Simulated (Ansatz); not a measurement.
A plane-wave DFT run in Ansatz 0.2.0 (scalar-relativistic PAW potentials unless the input names others): input and command.

```yaml
crystal:
  lattice:
    - [2.7951585985, 0.0, 0.0]
    - [0.0, 4.9116531041, 0.0]
    - [0.0, 0.0, 25.895185751]
  atoms:
    - { symbol: Ti, position: [0.0, 0.3238601685, 0.3282463421] }
    - { symbol: Al, position: [0.5, 0.8238601685, 0.3282463421] }
    - { symbol: Ti, position: [0.0, 0.6477203369, 0.4170039696] }
    - { symbol: Al, position: [0.5, 0.1477203369, 0.4170039696] }
    - { symbol: Ti, position: [0.0, 0.9714622164, 0.5052707184] }
    - { symbol: Al, position: [0.5, 0.4712922267, 0.5060950249] }
    - { symbol: Ti, position: [0.0, 0.2846919189, 0.5916210053] }
    - { symbol: Al, position: [0.5, 0.7827906297, 0.596752324] }
    - { symbol: H, position: [0.5, 1.116123963, 0.6326883414] }
basis:
  ecutwfc: 420
kpoints:
  mp_grid: { grid: [10, 6, 1] }
hamiltonian:
  xc: pbesol
scf:
  max_iter: 60
output:
  forces: true
  eigenvalues: true
efield:
  axis: 3
  dipole_correction: true
  ramp_width: 0.04
```

```bash
ansatz run input.yaml --threads 1 --pin off --max-ram 2560MiB --backend cpu --events-out ev --progress --plain --runs-dir out
```

Task: What is wrong with this input?

Result: The program refuses it, because of no occupation method (scf.occupations: {"method": "gaussian", "width": 0.1} → not typed). With the sound run's settings it is accepted.

Abridged log:
```
Error: YAML parse error: `scf.occupations.method` is required: fixed only where the cell keeps a band gap throughout the run, explicit beside scf.occupations.values (under evaluate: without them), else a smearing such as fermi_dirac (scf.occupations.width is optional; its entry in the input reference gives the default)
```